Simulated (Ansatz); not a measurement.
Mg2Ge in space group Pn-3m (No. 224; Mg on 4c, Ge on 2a) at seven volumes, PBE in the plane-wave PAW code Ansatz, scaled uniformly. One row is withheld.

```tsv
V (Å³/atom)	P (GPa)
30.614	2.85
31.623	1.75
32.632	0.80
33.642	-0.01
34.651	?
35.660	-1.30
36.669	-1.81
```

### Question
Fit the shown pressures and predict the withheld one.

### Answer
P = (3/2)B₀(x^(7/2) − x^(5/2))[1 + (3/4)(B′ − 4)(x − 1)] with x = (V₀/V)^(2/3). Least squares on the six rows gives V₀ = 33.630 Å³/atom, B₀ = 25.0 GPa, B′ = 4.12. At V = 34.651, x = 0.9803 and P = -0.70 GPa. The run itself gave -0.70 GPa.

A made-up cell: these elements were put on the sites of a structure type; neither database checked (COD, Materials Project) lists it. COD files the formula under space group No. 225, so this cell is another polymorph or a model. Whether it is the stable phase at ambient conditions was not checked. The PBE relaxation kept the symmetry of its start; whether a distortion lowers the energy is not shown.

Potentials: the later of the program's two PAW sets.
